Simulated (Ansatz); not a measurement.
Co (hcp, Mg type)

```xyz
2
Lattice="2.4939 0.0000 0.0000 -1.2470 2.1598 0.0000 0.0000 0.0000 4.0318" Properties=species:S:1:pos:R:3 pbc="T T T"
Co     0.0000     1.4399     3.0239
Co     1.2470     0.7199     1.0080
```

Grid over V/V₀ and (c/a)/(c/a)₀, subscript 0 meaning the relaxed cell; the conventional c axis lies along z; no internal relaxation.

The numbers are results of PBE (plane waves to 420 eV, PAW, scalar-relativistic; Ansatz, an electronic-structure program), not measurements. k mesh 21×21×12 (Γ-centred), Fermi-Dirac smearing 0.05 eV. Compression counts positive. With partly filled bands, the response to shear is sensitive to the k mesh, so small differences along c/a are uncertain. Co was relaxed with its symmetry unable to fall. Relaxed Co ends ferromagnetic. The magnetic order is the one the run started from; other orders were not tried. The last digit holds for this mesh only.

Changes of σzz (GPa) from the point V/V₀ = 1.000, (c/a)/(c/a)₀ = 1.000 when one coordinate moves alone (two changes are said to add if the coupling is within 5 % of the smaller one, nearly so within 20 %):

| point | change |
|---|---|
| V/V₀ = 1.000, (c/a)/(c/a)₀ = 0.920 | 17.25 |
| V/V₀ = 1.000, (c/a)/(c/a)₀ = 0.947 | 11.38 |
| V/V₀ = 1.000, (c/a)/(c/a)₀ = 0.973 | 5.60 |
| V/V₀ = 0.960, (c/a)/(c/a)₀ = 1.000 | 9.54 |
| V/V₀ = 0.973, (c/a)/(c/a)₀ = 1.000 | 6.12 |
| V/V₀ = 0.987, (c/a)/(c/a)₀ = 1.000 | 2.94 |
| V/V₀ = 1.013, (c/a)/(c/a)₀ = 1.000 | -2.71 |
| V/V₀ = 1.027, (c/a)/(c/a)₀ = 1.000 | -5.22 |
| V/V₀ = 1.040, (c/a)/(c/a)₀ = 1.000 | -7.54 |
| V/V₀ = 1.000, (c/a)/(c/a)₀ = 1.027 | -4.93 |
| V/V₀ = 1.000, (c/a)/(c/a)₀ = 1.053 | -9.30 |
| V/V₀ = 1.000, (c/a)/(c/a)₀ = 1.080 | -13.39 |

Task: Do the two effects add at V/V₀ = 0.987, (c/a)/(c/a)₀ = 0.973? Give the computed change.

Result: The sum of the single changes is 2.94 + (5.60) = 8.54; the calculation gives 8.78, so the coupling contributes 0.24 (under 20 % of the smaller single change, nearly additive).

Task: What is the change at V/V₀ = 1.040, (c/a)/(c/a)₀ = 0.947, where both move, and how far is it from the sum?

Result: The sum of the single changes is -7.54 + (11.38) = 3.84; the calculation gives 2.40, so the coupling contributes -1.44 (under 20 % of the smaller single change, nearly additive).

Task: What is the change at V/V₀ = 1.027, (c/a)/(c/a)₀ = 0.920, where both move, and how far is it from the sum?

Result: The sum of the single changes is -5.22 + (17.25) = 12.03; the calculation gives 10.59, so the coupling contributes -1.44 (over 20 % of the smaller single change, not additive).

(Under strain, the slope of the energy per volume gives the stress and its curvature an elastic modulus.)
